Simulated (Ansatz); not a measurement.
Ru, flat triangular-type layer, relaxed and computed with two functionals in Ansatz (plane waves, PAW).

```json
[
 {"functional": "PBE", "a (Å)": "2.540"},
 {"functional": "r²SCAN+D4", "a (Å)": "…"}
]
```

Task: Some entries are withheld; supply them.

Result: 
- r²SCAN+D4, a (Å): 2.552

Spin orders computed, not proven ground states: Ru, flat triangular-type layer with PBE ferromagnetic; Ru, flat triangular-type layer with r²SCAN+D4 ferromagnetic. All cells were relaxed under the symmetry of their starts (and spin orders); stability against distortions was not tested throughout. Scalar-relativistic: spin–orbit coupling is off unless named, which matters more the heavier the elements. Constructed layers (a layer type filled with these elements): Ru, flat triangular-type layer; Ru, flat triangular-type layer.

Potentials: the later of the program's two PAW sets.

Ansatz (an electronic-structure program) is a plane-wave DFT program.
